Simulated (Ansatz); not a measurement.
SnRu3C (anti-perovskite, space group No. 221) is relaxed with the program Ansatz at the PBEsol level (PAW). What lattice parameters of the conventional cell result?

a = 4.047 Å.

Is it a metal or does it have a gap at this level?

No gap at this level.

Space group Pm-3m (anti-perovskite). The start of the workflow was typed in or built on a structure type; neither database checked (COD, Materials Project) lists it. Its standing as an ambient phase is unchecked. The cell was relaxed with PBEsol under the symmetry of its start; its stability against distortions is not shown here. The run is not spin-polarised. Scalar-relativistic: spin–orbit coupling is off unless named, which matters more the heavier the elements.

Potentials: the later of the program's two PAW sets.
